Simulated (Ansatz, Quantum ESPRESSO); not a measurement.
HPbNO4: programs and potentials compared

```xyz
7
Lattice="3.8571 0.0018 -0.0366 0.1735 4.3344 -0.0165 0.7580 0.8387 5.8766" Properties=species:S:1:pos:R:3 pbc="T T T"
H     2.6784    4.0493    1.1289
Pb    3.2640    2.7055    5.3570
N     3.1776    1.4531    2.9117
O     1.3252    2.6900    4.5562
O     2.9731    4.6255    2.8902
O     2.3661    4.0462    0.1903
O     3.3249    2.1006    1.8421
```

The cell comes from a database or a generator and needn't be the stable form of this composition.

Alike in all runs: task projected density of states; functional PBE; k mesh 7 × 6 × 5; occupations fermi-dirac, width 0.05 eV; no spin polarisation; no spin-orbit coupling. Pressure is positive in compression and, in plane waves, holds the error of the finite cutoff, which Ansatz's Pulay term estimates and takes out.

```json
{"program and potentials": "Ansatz, Ansatz PAW", "plane-wave cutoff (eV)": "420", "notes": "Pulay term of +0.63 GPa included", "pressure (GPa)": "0.00", "largest force (eV/Å)": "-"}
{"program and potentials": "Quantum ESPRESSO, SSSP 1.3 efficiency PBE", "plane-wave cutoff (eV)": "816", "notes": "-", "pressure (GPa)": "0.16", "largest force (eV/Å)": "0.094"}
{"program and potentials": "Ansatz, all-electron LAPW, scalar-relativistic", "plane-wave cutoff (eV)": "-", "notes": "-", "pressure (GPa)": "-0.03", "largest force (eV/Å)": "0.074"}
```

Force on atom 4 (O), eV/Å:

```csv
program and potentials,x,y,z
"Quantum ESPRESSO, SSSP 1.3 efficiency PBE",-0.001,-0.002,-0.094
"Ansatz, all-electron LAPW, scalar-relativistic",0.001,0.001,0.001
```

The pressure spans -0.03 (Ansatz, all-electron LAPW, scalar-relativistic) to 0.16 GPa (Quantum ESPRESSO, SSSP 1.3 efficiency PBE), with all-electron results at -0.03.

Differences between rows come from potentials, basis sets and numerical settings, since the functional is the same but for its coding. Runs on potential files found faulty are left out.
